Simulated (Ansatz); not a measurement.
SrO:
```
SrO
1.0
    0.00000     2.56135     2.56135
    2.56135     0.00000     2.56135
    2.56135     2.56135     0.00000
Sr O
1 1
Cartesian
  2.56135   2.56135   2.56135
  0.00000   0.00000   0.00000
```

Relaxed with PBEsol. Special points in fractions of this cell's reciprocal vectors: Γ (0.000, 0.000, 0.000); X (0.500, 0.000, 0.500); U (0.625, 0.250, 0.625); K (0.375, 0.375, 0.750); L (0.500, 0.500, 0.500); W (0.500, 0.250, 0.750).

Question: List the band energies nearest the valence-band maximum at these points for PBEsol in the plane-wave PAW code Ansatz.

Answer: In eV from the valence-band maximum; about four levels below and three above (degenerate sets whole), none deeper than 8.9 eV; points with the same levels are listed once.

| k | below | above |
|---|---|---|
| Γ | 0.00 0.00 0.00 | 3.93 6.24 6.24 6.24 |
| X | -0.39 -0.07 -0.07 | 3.20 7.89 10.27 |
| U | -0.96 -0.57 -0.44 | 4.74 7.90 8.85 |
| L | -2.22 -1.15 -1.15 | 6.57 8.34 8.96 8.96 |
| W | -1.14 -0.41 -0.41 | 5.99 5.99 8.74 |

Space group Fm-3m (rock salt). Symmetry was held in the PBEsol relaxation. Spin–orbit coupling is left out wherever it is not named.

Potentials: the earlier of the program's two PAW sets. The files were generated under PBE; for other functionals the program regenerates the frozen cores, and for LDA and PBEsol the local potential too.
